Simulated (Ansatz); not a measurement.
Here is the system:

SnBi:
```yaml
crystal:
  lattice:
    - [-3.01264, 3.01264, 1.60858]
    - [3.01264, -3.01264, 1.60858]
    - [3.01264, 3.01264, -1.60858]
  atoms:
    - { symbol: Sn, position: [0.00000, 0.00000, 0.00000] }
    - { symbol: Bi, position: [0.75000, 0.25000, 0.50000] }
```

This is the LDA-relaxed structure.

Q: All from DFT-LDA in the program Ansatz with PAW potentials, unless another level is named. Predict the bulk modulus (Birch–Murnaghan fit).

A: 57.3 GPa.

Q: Predict the highest zone-centre frequency.

A: 96 cm^-1.

Space group I-4m2. The workflow started from a Materials Project entry (that database holds measured and hypothetical structures alike); the Crystallography Open Database copy checked does not list it. With Sn and Bi taken as one species the cell has the higher symmetry I4_1/amd, so it may be an ordered model of a mixed-site phase. Whether it is the stable phase at ambient conditions was not checked. The cell was relaxed with LDA under the symmetry of its start; its stability against distortions is not shown here. As this level gives no gap, phonon frequencies hold no LO–TO term and depend on the k-mesh and smearing (Fermi–Dirac, 0.1 eV here). Spin–orbit coupling is left out wherever it is not named.

Potentials: the later of the program's two PAW sets.
